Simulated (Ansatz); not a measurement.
The start is a generated trial cell of LiCl in the rocksalt structure type. Cell shape, volume and atoms are optimised at zero target pressure with r2SCAN (plane waves to 500 eV, PAW, scalar-relativistic; Ansatz, a quantum-chemistry and plane-wave program). First-step values are on the input's coarse k-mesh.

Ansatz input (later rounds restart from its end on a renewed k-mesh):
Ansatz 0.2 input:
```yaml
crystal:
  lattice:
    - [0, 2.486339, 2.486339]
    - [2.486339, 0, 2.486339]
    - [2.486339, 2.486339, 0]
  atoms:
    - { symbol: Cl, position: [0, 0, 0] }
    - { symbol: Li, position: [0.5, 0.5, 0.5] }
basis: { ecutwfc: 500, ecutrho_ratio: 4, xc_grid: 4, fft_grid_basis: typed }
kpoints: { mp_grid: { grid: [8, 8, 8] } }
hamiltonian:
  xc: r2scan
  dispersion: none
  pseudopotentials: { kind: paw }
scf: { occupations: { method: fermi_dirac, width: 0.05 } }
relax: { f_tol: 0.01, max_steps: 100, cell: { stress_tol: 0.02 } }
output: { forces: true, stress: true }
```

### Question
What pressure does the first self-consistent step give?

### Answer
+3.5 GPa (positive: the cell is compressed).

### Question
How much energy is released per atom?

### Answer
0.013 eV/atom.

### Question
How does the volume per atom move from start to end?

### Answer
+8.7 %, from 15.37 to 16.70 Å³/atom.

### Question
How do the shortest distances between atoms change?

### Answer
The closest pairs of elements (up to four, under 3.6 Å), start → end: Cl–Li 2.49 → 2.56 Å; Cl–Cl 3.52 → 3.61 Å; Li–Li 3.52 → 3.61 Å.

### Question
Is the relaxed structure metallic? Give its gap.

### Answer
7.29 eV, direct (no spin-orbit coupling).

The space group stays Fm-3m (No. 225) (the run could not lower it); the end is rock salt type, with 2 atoms in the primitive cell. Final values are on a 11×11×11 k-mesh of the relaxed cell. No spin polarisation in the result.

The run could not lose the symmetry of its start; a randomly shaken copy of 2 atoms returns to this structure.

All atoms sit on sites fixed by symmetry, so only the cell could relax.
